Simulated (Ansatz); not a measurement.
## KMg₃AlGe₃O₁₀F₂ — field gradients at the nuclei

The cell is a computed structure from the Materials Project (it need not be an observed phase).

```yaml
crystal:
  lattice:
    - [5.46565, 0.00000, 0.00000]
    - [2.73197, 4.73517, 0.00000]
    - [0.87919, 1.57394, 10.52135]
  atoms:
    - { symbol: K, position: [0.00015, 0.50793, 0.97665] }
    - { symbol: Mg, position: [0.66031, 0.66611, 0.50920] }
    - { symbol: Mg, position: [0.33548, 0.32312, 0.50897] }
    - { symbol: Mg, position: [0.00336, 0.00289, 0.50893] }
    - { symbol: Al, position: [0.33378, 0.90858, 0.77191] }
    - { symbol: Ge, position: [0.66621, 0.24091, 0.77652] }
    - { symbol: Ge, position: [0.66772, 0.08949, 0.23105] }
    - { symbol: Ge, position: [0.33413, 0.75505, 0.23087] }
    - { symbol: O, position: [0.41034, 0.14487, 0.83214] }
    - { symbol: O, position: [0.58963, 0.55587, 0.83218] }
    - { symbol: O, position: [0.57773, 0.86754, 0.16400] }
    - { symbol: O, position: [0.42277, 0.44468, 0.16302] }
    - { symbol: O, position: [0.33524, 0.96404, 0.60294] }
    - { symbol: O, position: [0.66459, 0.29850, 0.60465] }
    - { symbol: O, position: [0.66815, 0.03637, 0.39686] }
    - { symbol: O, position: [0.33468, 0.69801, 0.39671] }
    - { symbol: O, position: [0.00069, 0.96611, 0.83139] }
    - { symbol: O, position: [0.00066, 0.02251, 0.16341] }
    - { symbol: F, position: [0.00040, 0.63986, 0.58929] }
    - { symbol: F, position: [0.99400, 0.36756, 0.40933] }
```

Atom numbers follow the list; atoms alike are taken as one site, whose name carries the number of the first.

The numbers come from a DFT calculation in Ansatz (PBE, plane waves and PAW, scalar-relativistic, 420 eV cutoff, Γ-centred 5×5×2 k-points, Fermi–Dirac smearing 0.02 eV).

Conventions: |V_zz| ≥ |V_yy| ≥ |V_xx|, η = (V_xx − V_yy)/V_zz, C_Q = eQV_zz/h. Directions are in the Cartesian axes of the cell vectors above, for the atom listed; none is given where the gradient is under 0.02 or η is above 0.95.

```csv
site,first atom,first shell,V_zz (10²¹ V/m²),η,"direction of V_zz (x, y, z)"
K,1,6 O at 2.71–3.04 Å,-0.075,0.73,0.95 -0.08 0.29
Mg2,2,"2 F at 2.04–2.10 Å, 4 O at 2.04–2.19 Å",1.10,0.68,0.28 -0.06 0.96
Mg3,3,"2 F at 2.04–2.11 Å, 4 O at 2.05–2.19 Å",1.12,0.57,-0.03 0.30 0.96
Mg4,4,"2 F at 2.03–2.07 Å, 4 O at 2.05–2.19 Å",1.19,0.51,-0.24 -0.23 0.94
Al,5,4 O at 1.77–1.78 Å,-0.036,0.73,-0.29 0.25 0.92
Ge6,6,4 O at 1.75–1.81 Å,4.23,0.02,0.00 0.00 1.00
Ge7,7,4 O at 1.74–1.78 Å,-4.00,0.03,0.00 0.01 1.00
Ge8,8,4 O at 1.74–1.78 Å,-3.96,0.04,0.00 -0.01 1.00
O9,9,"1 Ge at 1.75 Å, 1 Al at 1.77 Å, angle 127°; also 1 K at 2.71 Å",9.46,0.33,0.92 0.29 -0.25
O10,10,"1 Ge at 1.75 Å, 1 Al at 1.77 Å, angle 127°; also 1 K at 2.71 Å",9.46,0.33,0.21 0.94 0.26
O11,11,"2 Ge at 1.78 Å, angle 125°; also 1 K at 3.04 Å",11.54,0.72,0.87 0.50 0.00
O12,12,"2 Ge at 1.78 Å, angle 124°; also 1 K at 3.02 Å",11.42,0.73,0.00 1.00 0.00
O13,13,"1 Al at 1.78 Å, 3 Mg at 2.04–2.05 Å",1.78,0.04,-0.03 0.02 1.00
O14,14,"1 Ge at 1.81 Å, 3 Mg at 2.08 Å",7.99,0.01,0.01 0.00 1.00
O15,15,"1 Ge at 1.74 Å, 3 Mg at 2.15–2.19 Å",9.98,0.03,0.00 0.01 1.00
O16,16,"1 Ge at 1.74 Å, 3 Mg at 2.15–2.19 Å",9.98,0.03,0.00 -0.01 1.00
O17,17,"1 Ge at 1.75 Å, 1 Al at 1.77 Å, angle 128°; also 1 K at 2.72 Å",9.48,0.33,0.71 -0.66 0.25
O18,18,"2 Ge at 1.78 Å, angle 125°; also 1 K at 3.04 Å",11.45,0.73,0.86 -0.50 0.00
F19,19,3 Mg at 2.03–2.04 Å,-3.37,0.02,0.01 0.02 1.00
F20,20,3 Mg at 2.07–2.11 Å,-2.30,0.19,0.03 -0.01 1.00
```

At O11, O12 and O18 V_zz runs parallel to the line that joins its two neighbours (within 1°) in each case. At O14, O15 and O16 V_zz points along its shortest bond, to Ge (within 1°) in each case. At F19 and F20 V_zz stands upright on the plane through its three neighbours (within 2°) in each case.

The run took 2 min of wall time (2 min of CPU time) and 0.82 GiB at its peak, on 1 thread of Arm Neoverse V1 (aarch64; 8 cores open to the job, memory cap 2.5 GiB, no GPU), a shared host with a load of 0.3 a core.
